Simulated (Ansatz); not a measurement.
**Self-consistent states of PIr2 from different starts**

We look at PIr2: an experimental structure (space group Fm-3m), with 3 atoms per cell. Source: COD entry 9009054; the sample's temperature and pressure aren't taken into account, and it need not be the stable phase.

```
Ir P
1.0
     0.00000    2.76750    2.76750
     2.76750    0.00000    2.76750
     2.76750    2.76750    0.00000
Ir P
2 1
Direct
  0.25000 0.25000 0.25000
  0.75000 0.75000 0.75000
  0.00000 0.00000 0.00000
```

Atoms are numbered from 1 in the order listed.

Computed with DFT, r2SCAN, PAW, plane waves, scalar-relativistic (Ansatz development build ahead of 0.2.0).

```
Plane-wave cutoff : 500 eV
k-point mesh      : 7×7×7 (Γ-centred)
Occupations       : Fermi–Dirac smearing, 0.03 eV
```

Machine: 2 threads of x86-64 server CPU, with other jobs on the host.

“Plain SCF” means no search for lower states.

```tsv
start	iterations	wall time (s)	final moments of Ir1 Ir2 (μB)	total (μB)	gap (eV)	pressure (GPa)	F − F(lowest) (meV/atom)
opposed moments +-, plain SCF [Ir1 1.00, Ir2 -1.00 μB]	17	29	0.00 0.00	0.00	none	2.0	0.0
parallel moments scaled by 1.5, plain SCF [Ir1 1.50, Ir2 1.50 μB]	17	22	0.00 0.00	0.00	none	2.0	0.0
parallel moments, plain SCF [Ir1 1.00, Ir2 1.00 μB]	17	22	0.00 0.00	0.00	none	2.0	0.0
spin on, no moments given (the program may seed its own), plain SCF	10	10	0.00 0.00	0.00	none	2.0	0.0
no spin polarisation	7	6.3	0.00 0.00	0.00	none	2.0	0.0
```

5 runs converged, to 1 different state. The lowest is non-magnetic, no gap on the k-mesh; it was reached by 5 starts. Spin polarisation gains nothing here: every starting moment dies out. The search isn't exhaustive: larger magnetic cells and non-collinear orders weren't tried.
